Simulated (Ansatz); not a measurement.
Input:

BP:
```cif
data_B2P2
_chemical_formula_sum 'B2 P2'
_space_group_name_H-M_alt 'P 1'
_space_group_IT_number 1
_cell_length_a 3.00494
_cell_length_b 3.00494
_cell_length_c 5.30052
_cell_angle_alpha 90.000
_cell_angle_beta 90.000
_cell_angle_gamma 90.017
loop_
_space_group_symop_operation_xyz
  'x, y, z'
loop_
_atom_site_label
_atom_site_type_symbol
_atom_site_fract_x
_atom_site_fract_y
_atom_site_fract_z
_atom_site_occupancy
B1 B 0.00000 0.50000 0.00000 1
B2 B 0.50000 0.00000 0.50000 1
P1 P 0.50000 0.50000 0.75000 1
P2 P 0.50000 0.50000 0.25000 1
```

This is the PBE-relaxed structure.

**Question.** All from plane-wave PAW PBE (Ansatz code), unless another level is named. Predict the electronic character.

**Answer.** metallic (no gap).

**Question.** And the formation energy from the elements (no fitted shifts)?

**Answer.** 0.57 eV/atom.

**Question.** And the density of states at the Fermi level?

**Answer.** 0.31 states/eV per atom (mean over ±0.08 eV).

Space group P4_2/mmc. A made-up cell: these elements were put on the sites of a structure type; neither database checked (COD, Materials Project) lists it. It is not the phase usual at ambient conditions (space group No. 216). Symmetry was held in the PBE relaxation; its stability against distortions is not shown here. The references are the lowest solids computed at this level, not always the standard phases.

Potentials: the later of the program's two PAW sets.
